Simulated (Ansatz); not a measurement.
# Profile along the Ni–Al line in AlNi3 (Cu3Au type)

AlNi3 (Cu3Au type)

```xyz
4
Lattice="3.5261 0.0000 0.0000 0.0000 3.5261 0.0000 0.0000 0.0000 3.5261" Properties=species:S:1:pos:R:3 pbc="T T T"
Ni     0.0000     1.7631     1.7631
Ni     1.7631     1.7631     0.0000
Ni     1.7631     0.0000     1.7631
Al     0.0000     0.0000     0.0000
```

Fields along a shortest Ni–Al line of a {100} plane (2.49 Å), from Ni to Al, interpolated on the slice's grid (step about 0.1 Å). Method: r2SCAN (plane waves to 500 eV, PAW, scalar-relativistic; Ansatz, a program for electronic structure). k mesh 13×13×13. These are valence fields of a PAW run, semicore shells included where kept as valence: close to a nucleus they are smooth pseudo fields. AlNi3 was relaxed with its symmetry unable to fall. Relaxed AlNi3 ends ferromagnetic. The magnetic order is the one the run started from; other orders were not tried.

```
distance from Ni (Å)  valence electron density (e/Å³)  spin density, up minus down (e/Å³)  electron localisation function  ELF of the up spins  ELF of the down spins
--------------------  -------------------------------  ----------------------------------  ------------------------------  -------------------  ---------------------
0.00                                            60.65                                1.61                               x                    x                      x
0.12                                            52.48                                1.33                               x                    x                      x
0.25                                            34.55                                0.74                               x                    x                      x
0.37                                            18.12                                0.24                               x                    x                      x
0.50                                             8.16                                0.03                               x                    x                      x
0.62                                             3.46                               -0.01                            0.31                 0.30                   0.33
0.75                                             1.49                               -0.01                            0.26                 0.24                   0.27
0.87                                             0.72                               -0.01                            0.22                 0.21                   0.23
1.00                                             0.46                               -0.01                            0.22                 0.21                   0.23
1.12                                             0.35                               -0.01                            0.28                 0.27                   0.29
1.25                                             0.30                               -0.01                            0.38                 0.37                   0.38
1.37                                             0.28                               -0.01                            0.46                 0.46                   0.46
1.49                                             0.26                               -0.01                            0.48                 0.48                   0.48
1.62                                             0.23                               -0.01                            0.42                 0.42                   0.42
1.74                                             0.19                                0.00                            0.27                 0.27                   0.27
1.87                                             0.14                                0.00                            0.10                 0.10                   0.10
1.99                                             0.10                                0.00                               x                    x                      x
2.12                                             0.07                                0.00                               x                    x                      x
2.24                                             0.06                                0.00                               x                    x                      x
2.37                                             0.06                                0.00                               x                    x                      x
2.49                                             0.06                                0.00                               x                    x                      x
```

x: too close to a nucleus for the ELF to mean much.

Density on the Ni–Al line (2.49 Å) at its midpoint: 0.30 e/Å³. ELF at that point: 0.38.
